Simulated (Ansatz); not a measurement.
Trial structure of BaLaS, not yet relaxed:

```cif
data_structure
_symmetry_space_group_name_H-M 'P4/mmm'
_symmetry_Int_Tables_number 123
_cell_length_a 4.0097
_cell_length_b 4.0097
_cell_length_c 6.4116
_cell_angle_alpha 90.000
_cell_angle_beta 90.000
_cell_angle_gamma 90.000
_cell_volume 103.08
loop_
_atom_site_label
_atom_site_type_symbol
_atom_site_symmetry_multiplicity
_atom_site_Wyckoff_symbol
_atom_site_fract_x
_atom_site_fract_y
_atom_site_fract_z
_atom_site_occupancy
Ba1 Ba 1 c 0.50000 0.50000 0.00000 1
La1 La 1 d 0.50000 0.50000 0.50000 1
S1 S 1 a 0.00000 0.00000 0.00000 1
```

Level of theory: Ansatz, DFT PBE, scalar-relativistic, plane waves, PAW. Cutoff 420 eV; k points 4×4×4 on the computed 3-atom cell (Γ-centred); Gaussian smearing, width 0.10 eV; no spin polarisation.

The zero of energy is the elements' standard structures at the same level; no fitted shifts are applied.

Task: How far from equilibrium is it?

Result: The pressure is 7.8 GPa (the mean over three directions, positive in compression), the largest force is 0.00 eV/Å (symmetry fixes the atoms), and the energy is −0.04 eV/atom against the elements. The shortest distance is 2.84 Å.

Task: How much does it gain on relaxing, and where does it end?

Result: Relaxing gains about 0.31 eV/atom (the start's value is from the coarse mesh, so the gain is rough) in 16 ionic steps and ends at −0.35 eV/atom on the finer mesh. The symmetry stays P4/mmm (No. 123). The volume per atom grows by 59.0 %, from 34.4 to 54.7 Å³. The shortest distance goes from 2.84 Å (Ba–S) to 2.98 Å (Ba–S). The ratio c/a of the conventional cell changes by a factor of 1.37. Conventional cell: a = 4.211 Å, c = 9.246 Å. Around Ba lie 4 S at 2.98 Å, 4 Ba at 4.21 Å and 2 La at 4.62 Å; La is surrounded by 4 La at 4.21 Å and 2 Ba at 4.62 Å; S has 4 Ba at 2.98 Å.

The last run used a 12×12×6 mesh (in the run's order of axes) for its 3-atom cell and Gaussian smearing of 0.10 eV. An odd number of electrons in the primitive cell allows no gap without spin; a larger cell or a magnetic state could open one. The cell is a metal run without spin; a magnetic state may lie lower. The reference form of S is held partly by dispersion forces, which this level lacks. The relaxation can't lower the symmetry of the start. Symmetry constrained the relaxation, so the result can be a saddle point.
